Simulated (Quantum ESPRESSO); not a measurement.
Band energies of BaS at +2 % isotropic strain

```
CELL_PARAMETERS angstrom
      0.00000     3.22795     3.22795
      3.22795     0.00000     3.22795
      3.22795     3.22795     0.00000
ATOMIC_POSITIONS crystal
  S  0.50000 0.50000 0.50000
  Ba 0.00000 0.00000 0.00000
```

PBEsol (pw.x of Quantum ESPRESSO, ONCV potentials, no spin-orbit coupling); path ΓXWKΓLUWLK,UX; energies in eV from the valence-band maximum.

| k (1/Å) | point | band 4 | band 5 | band 6 | band 7 | band 8 | band 9 | band 10 | band 11 |
|---|---|---|---|---|---|---|---|---|---|
| 0.00 | Γ | -11.08 | -10.24 | 0.00 | 0.00 | 0.00 | 3.34 | 3.88 | 3.88 |
| 0.43 |  | -11.15 | -9.71 | -1.17 | -0.14 | -0.14 | 2.94 | 4.33 | 5.17 |
| 0.97 | X | -11.25 | -10.14 | -0.51 | -0.13 | -0.13 | 2.13 | 5.82 | 5.91 |
| 1.46 | W | -11.39 | -9.66 | -1.04 | -0.46 | -0.46 | 4.17 | 4.17 | 6.15 |
| 1.57 |  | -11.32 | -9.67 | -1.01 | -0.49 | -0.46 | 3.68 | 4.76 | 6.20 |
| 1.80 | K | -11.20 | -9.70 | -0.89 | -0.55 | -0.51 | 3.24 | 5.74 | 6.44 |
| 2.01 |  | -11.15 | -9.42 | -1.38 | -0.84 | -0.48 | 4.56 | 4.84 | 5.76 |
| 2.53 |  | -11.08 | -9.77 | -0.77 | -0.44 | -0.13 | 3.79 | 4.16 | 4.18 |
| 2.84 | Γ | -11.08 | -10.24 | 0.00 | 0.00 | 0.00 | 3.34 | 3.88 | 3.88 |
| 3.05 |  | -11.08 | -9.96 | -0.40 | -0.18 | -0.18 | 3.77 | 4.00 | 4.09 |
| 3.47 |  | -11.11 | -9.22 | -1.65 | -0.86 | -0.86 | 4.53 | 5.58 | 5.58 |
| 3.68 | L | -11.11 | -9.11 | -1.85 | -0.98 | -0.98 | 5.31 | 5.45 | 6.25 |
| 4.04 |  | -11.16 | -9.40 | -1.37 | -0.79 | -0.69 | 4.17 | 5.26 | 6.22 |
| 4.28 | U | -11.20 | -9.70 | -0.89 | -0.55 | -0.51 | 3.24 | 5.74 | 6.44 |
| 4.62 | W | -11.39 | -9.66 | -1.04 | -0.46 | -0.46 | 4.17 | 4.17 | 6.15 |
| 5.01 |  | -11.16 | -9.32 | -1.50 | -0.83 | -0.77 | 4.65 | 4.89 | 6.42 |
| 5.31 | L | -11.11 | -9.11 | -1.85 | -0.98 | -0.98 | 5.31 | 5.45 | 6.25 |
| 5.48 |  | -11.13 | -9.19 | -1.72 | -0.93 | -0.90 | 4.95 | 5.30 | 6.20 |
| 5.90 | K | -11.20 | -9.70 | -0.89 | -0.55 | -0.51 | 3.24 | 5.74 | 6.44 |
| 5.90 | U | -11.20 | -9.70 | -0.89 | -0.55 | -0.51 | 3.24 | 5.74 | 6.44 |
| 6.25 | X | -11.25 | -10.14 | -0.51 | -0.13 | -0.13 | 2.13 | 5.82 | 5.91 |

The PBEsol gap is indirect, 2.13 eV, from Γ to X; the smallest direct gap is 2.26 eV.

Geometry strained from the cell relaxed with PBEsol, atoms relaxed again.
